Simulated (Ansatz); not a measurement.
**Ga (simple cubic): energy against volume**

Method: DFT, PBEsol, plane waves (420 eV) with PAW, scalar-relativistic (Ansatz). (PAW data from PBE, frozen cores regenerated.)

The cell is scaled uniformly from the relaxed one, with fractional coordinates and shape fixed. Energies are extrapolated to zero smearing, pressures are those at the given smearing. Magnetic state: spin not included.

A Birch-Murnaghan fit gives V₀ = 18.79 Å³/atom, B₀ = 57 GPa, B₀′ = 4.8.

Problem. What are the energy above the minimum and the pressure at 16.531 Å³/atom?

Solution. 62.5 meV/atom and 10.13 GPa as computed.

Problem. What are the energy above the minimum and the pressure at 17.282 Å³/atom?

Solution. 25.5 meV/atom and 5.98 GPa as computed.

Problem. What are the energy above the minimum and the pressure at 21.039 Å³/atom?

Solution. 38.5 meV/atom and -4.84 GPa as computed.
